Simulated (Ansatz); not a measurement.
Space group Pm-3m (No. 221). a = 2.862 Å, b = 2.862 Å, c = 2.862 Å, α = 90.00°, β = 90.00°, γ = 90.00°
```
atom site symmetry x y z
  Al    1a m-3m  0.0000  0.0000  0.0000
  Ni    1b m-3m  0.5000  0.5000  0.5000
```

Equation of state of this AlNi structure (not necessarily the ground state), with shape and atoms relaxed at each volume where symmetry leaves them free. It has no gap at any of these volumes. These are results of Ansatz, DFT PBEsol, scalar-relativistic, plane waves, PAW, not measurements.

Settings: cutoff 420 eV, Γ-centred mesh 14×14×14 on the computed 2-atom cell, Gaussian smearing of 0.10 eV; no spin polarisation.

| V (Å³/atom) | E − E(largest V) (meV/atom) | P (GPa) |
| --- | --- | --- |
| 10.317 | 61.27 | 29.21 |
| 10.668 | 7.51 | 20.06 |
| 11.020 | -27.72 | 12.29 |
| 11.372 | -47.21 | 5.67 |
| 11.723 | -53.29 | 0.04 |
| 12.075 | -47.94 | -4.77 |
| 12.427 | -32.85 | -8.86 |
| 12.896 | 0.00 | -13.39 |

Fit a third-order Birch–Murnaghan equation to E(V).

V0 = 11.73 Å³/atom, B0 = 173 GPa, B0' = 4.3.